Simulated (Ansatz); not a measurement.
SiNF in space group P3m1 (No. 156; Si on 1a, N on 1c, F on 1a) under volume change, PBE+D3(BJ) (plane waves, PAW; program Ansatz), shape and atoms relaxed at each volume.

| V (Å³/atom) | E − E(relaxed) (meV/atom) | P (GPa) |
|---|---|---|
| 10.611 | 14.9 | 5.55 |
| 10.961 | 5.7 | 3.00 |
| 11.311 | ? | ? |
| 11.660 | 0.0 | 0.00 |
| 12.010 | 1.0 | -0.84 |
| 12.360 | ? | ? |
| 12.710 | 6.5 | -1.58 |

**Question.** Fill in the missing entries.

**Answer.** 
- 12.360, E − E(relaxed) (meV/atom): 3.4
- 12.360, P (GPa): -1.33
- 11.311, E − E(relaxed) (meV/atom): 1.2
- 11.311, P (GPa): 1.20

**Question.** What does a third-order Birch–Murnaghan fit give for V₀, B₀ and B′?

**Answer.** V₀ = 11.65 Å³/atom, B₀ = 34.3 GPa, B′ = 12.9.

The start of the workflow was typed in or built on a structure type; neither database checked (COD, Materials Project) lists it. Whether it is the stable phase at ambient conditions was not checked. Symmetry was held in the PBE+D3(BJ) relaxation; its stability against distortions is not shown here. The volume moved by -24 % from the start of the relaxation.

Potentials: the earlier of the program's two PAW sets.
